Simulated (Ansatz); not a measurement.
K3Sb (space group P6_3/mmc)

```
CELL_PARAMETERS angstrom
      5.88472     0.00000     0.00000
     -2.94236     5.09632     0.00000
      0.00000     0.00000    10.42595
ATOMIC_POSITIONS crystal
  K  0.33333 0.66667 0.91703
  K  0.66667 0.33333 0.08297
  K  0.66667 0.33333 0.41703
  K  0.33333 0.66667 0.58297
  K  0.00000 0.00000 0.25000
  K  0.00000 0.00000 0.75000
  Sb 0.66667 0.33333 0.75000
  Sb 0.33333 0.66667 0.25000
```

The slice is a (0001) plane (indices of the conventional cell) through the point (0.333, 0.667, 0.250) (fractional), spanned by u = [110] and v = [1 -1 0] in vectors of this cell: u (5.88 Å) and v (10.19 Å, at 90° to u). It covers one period; positions are fractions (u, v).

Computed with LDA (plane waves to 420 eV, PAW, scalar-relativistic; Ansatz, an electronic-structure program). k mesh 9×9×5. Inside the PAW spheres the values are not all-electron values, and peaks at nuclei hang on which shells count as valence. K3Sb was relaxed with its symmetry unable to fall. Spin-orbit coupling is left out, though Sb is heavy.

Question: Sketch the electrostatic potential energy of an electron, from the cell's mean on this plane as a map.

Answer: 
```tsv
v \ u	0.00	0.17	0.33	0.50	0.67	0.83
0.88	0.1	4.5	4.1	2.1	4.1	4.5
0.75	x	0.7	3.6	3.4	3.6	0.7
0.62	x	-2.9	4.1	0.5	4.1	-2.9
0.50	3.0	4.7	x	x	x	4.7
0.38	2.1	4.1	4.5	0.1	4.5	4.1
0.25	3.4	3.6	0.7	x	0.7	3.6
0.12	0.5	4.1	-2.9	x	-2.9	4.1
0.00	x	x	4.7	3.0	4.7	x
```

Values: electrostatic potential energy of an electron, from the cell's mean, in eV. Points within 1 Å of a nucleus are blanked (x), as the pseudised field means little there. Values under -3 eV are set to -3. The zero, the cell's mean, hangs on the PAW cores.
